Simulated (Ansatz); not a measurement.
Relaxed-ion elastic tensor of Co3Si in space group P6_3/mmc (No. 194; Co on 6h, Si on 2c) in GPa (Voigt order), the program Ansatz at the PBEsol level (PAW); density 8.42 g/cm³, 10.10 Å³ per atom.

```csv
,1,2,3,4,5,6
1,461,186,162,0.0,0.0,0.0
2,186,461,162,0.0,0.0,0.0
3,162,162,516,0.0,0.0,0.0
4,0.0,0.0,0.0,77.6,0.0,0.0
5,0.0,0.0,0.0,0.0,77.6,0.0
6,0.0,0.0,0.0,0.0,0.0,138
```

Is the crystal mechanically stable?

Yes: the smallest eigenvalue of C is 77.6 GPa.

Work out the Voigt, Reuss and Hill averages.

K_V = 273, K_R = 273, K_H = 273; G_V = 120, G_R = 108, G_H = 114 GPa.

Give Young's modulus, Poisson's ratio, Pugh's ratio and the universal anisotropy index.

E = 9KG/(3K + G) = 301 GPa; ν = 0.32; K/G = 2.39 (ductile by the Pugh limit of 1.75); A_U = 5G_V/G_R + K_V/K_R − 6 = 0.56.

Estimate the sound speeds and the Debye temperature.

v_l = √((K + 4G/3)/ρ) = 7110 m/s, v_t = √(G/ρ) = 3690 m/s, mean 4130 m/s; Θ = (h/k)(3n/4πV)^(1/3) v_m = 568 K.

Solve the Christoffel equation for the three sound speeds along x, y, z.

Eigenvalues of C_ijkl n_j n_l equal ρv². In km/s, slowest first: x 3.03, 4.04, 7.40; y 3.03, 4.04, 7.40; z 3.03, 3.03, 7.82.

How much does each axis shrink under pressure?

Linear compressibilities β_i = Σ_j S_ij (j = 1 to 3): x 1.3, y 1.3, z 1.1 per TPa.

The first step of the workflow began from a Materials Project structure, measured or hypothetical; the Crystallography Open Database copy checked does not list it. Whether it is the stable phase at ambient conditions was not checked. The cell was relaxed with PBEsol under the symmetry of its start; its stability against distortions is not shown here. No spin polarisation was allowed. As this level gives no gap, shear constants depend on the k-mesh and smearing (Fermi–Dirac, 0.1 eV here). On the denser mesh and wider smearing of the elastic run this cell carries a stress of 0.5 GPa.

Potentials: the later of the program's two PAW sets.
